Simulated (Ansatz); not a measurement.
Below is a relaxed structure of BaBr. The cell was found from a structure generator's guess, not taken from experiment.

All numbers below come from Ansatz, DFT PBE, scalar-relativistic, plane waves, PAW. Cutoff 420 eV, Γ-centred mesh, Gaussian smearing, no spin polarisation.

```xyz
2
Lattice="4.2956 0.0000 0.0000 -2.1478 3.7201 0.0000 0.0000 0.0000 4.7805" Properties=species:S:1:pos:R:3 pbc="T T T"
Ba    2.1478    1.2400    2.3902
Br    0.0000    0.0000    0.0000
```

The zero of energy is the elements' standard structures at the same level; no fitted shifts are applied. The references include crystalline Br.

Problem. Find its symmetry and describe it.

Solution. P-6m2 (No. 187), the tungsten carbide type. Conventional cell: a = 4.296 Å, c = 4.780 Å. Around Ba lie 6 Br at 3.44 Å; around Br lie 6 Ba at 3.44 Å.

Problem. What is its formation energy per atom?

Solution. −1.52 eV/atom.

Problem. Is it a metal?

Solution. Yes, bands cross the Fermi level on the 18×18×12 mesh.

The last run used an 18×18×12 mesh (in the run's order of axes) for its 2-atom cell and Gaussian smearing of 0.10 eV. An odd number of electrons in the primitive cell allows no gap without spin; a larger cell or a magnetic state could open one. The cell is a metal run without spin; a magnetic state may lie lower. The reference form of Br is held partly by dispersion forces, which this level lacks. Symmetry constrained the relaxation, so the result can be a saddle point. Another cell of BaBr relaxed alike, in P6_3/mmc, lies 16 meV/atom lower, so this cell isn't the stable form at this level.
